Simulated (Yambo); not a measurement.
CdF$_{2}$ (fluorite, space group Fm-3m, No. 225), G0W0@PBEsol in Yambo with this input:

```
rim_cut
gw0
dyson
el_el_corr
HF_and_locXC
ppa
em1d
RandQpts= 1000000
RandGvec= 1 Ry
EXXRLvcs= 102 Ry
VXCRLvcs= 408 Ry
Chimod= "HARTREE"
% BndsRnXp
 9 | 164 |
%
NGsBlkXp= 8 Ry
% LongDrXp
 1.0 | 1.0 | 1.0 |
%
PPAPntXp= 27.2114 eV
% GbndRnge
 1 | 164 |
%
GTermKind= "BG"
DysSolver= "n"
ExtendOut
```

On a 4×4×4 mesh, with wavefunctions cut at 102 Ry, the gap (W → Γ) is 5.615 eV and the valence edge shifts by -1.675 eV.

Q: What happens with this change: 70 bands in G?

A: The gap rises by 0.057 eV, to 5.672 eV; the shift of the valence edge becomes -1.704 eV. Neither run is shown to be the converged limit.

Spin-orbit coupling is included.

Geometry of the Materials Project entry, not relaxed at this level; primitive cell a = b = c = 3.819 Å, α = β = γ = 60.00°.

A shift is the quasiparticle energy of the state minus its PBEsol energy.
